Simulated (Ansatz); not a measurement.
Tl3GaF6 in space group Fm-3m (No. 225; Tl on 8c, Tl on 4b, Ga on 4a, F on 24e), r²SCAN+D4 (plane waves, PAW; program Ansatz). The conduction-band minimum lies at W, with 6 equivalent valleys. Second derivatives d²E/dk² of the lowest band at one valley (eV·Å²), along Cartesian directions:

| direction | d²E/dk² |
|---|---|
| [100] | 13.59 |
| [010] | 12.46 |
| [001] | 13.59 |
| [110] | 13.02 |
| [101] | 13.59 |
| [011] | 13.02 |

Question: Find the principal effective masses, the density-of-states mass and the conductivity mass.

Answer: Off-diagonal terms follow from H_xy = H[110] − (H_xx + H_yy)/2, and m*/mₑ = 7.620 eV·Å² over each eigenvalue: 0.56, 0.56, 0.61. One valley's DOS mass (m₁m₂m₃)^(1/3) = 0.58, conductivity mass 3/(Σ 1/mᵢ) = 0.58 mₑ.

Question: What effective density of states Nc follows at 300 K for parabolic valleys?

Answer: Nc = 2.509e19 × 6 × (0.58)^(3/2) ≈ 6.7e19 cm⁻³.

The workflow started from a Materials Project entry (that database holds measured and hypothetical structures alike); the Crystallography Open Database copy checked does not list it. Its standing as an ambient phase is unchecked. The cell was relaxed with r²SCAN+D4 under the symmetry of its start; its stability against distortions is not shown here. Spin–orbit coupling is left out wherever it is not named.

Potentials: the later of the program's two PAW sets.

Edges and masses are those of Kohn–Sham bands, whose gap is no quasiparticle gap.
